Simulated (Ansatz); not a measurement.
MgH2:
```
CELL_PARAMETERS angstrom
      4.51632     0.00000     0.00000
      0.00000     4.51632     0.00000
      0.00000     0.00000     3.01298
ATOMIC_POSITIONS crystal
  Mg 0.50000 0.50000 0.50000
  Mg 0.00000 0.00000 0.00000
  H  0.69565 0.69565 0.00000
  H  0.30435 0.30435 0.00000
  H  0.80435 0.19565 0.50000
  H  0.19565 0.80435 0.50000
```

This is the PBE-relaxed structure.

**Question.** All from plane-wave PAW PBE (Ansatz code), unless another level is named. Predict the band gap.

**Answer.** 3.72 eV (indirect).

**Question.** And the weight of the valence-edge state by species (Voronoi cells)?

**Answer.** H 90 %, Mg 10 %.

**Question.** What about the conduction-band minimum?

**Answer.** on the A–Z line, 21 % of the way from A (4 equivalent valleys).

**Question.** And the weight of the conduction-edge state by species (Voronoi cells)?

**Answer.** H 65 %, Mg 35 %.

Space group P4_2/mnm (rutile). The cell was relaxed with PBE under the symmetry of its start.

Potentials: the later of the program's two PAW sets.
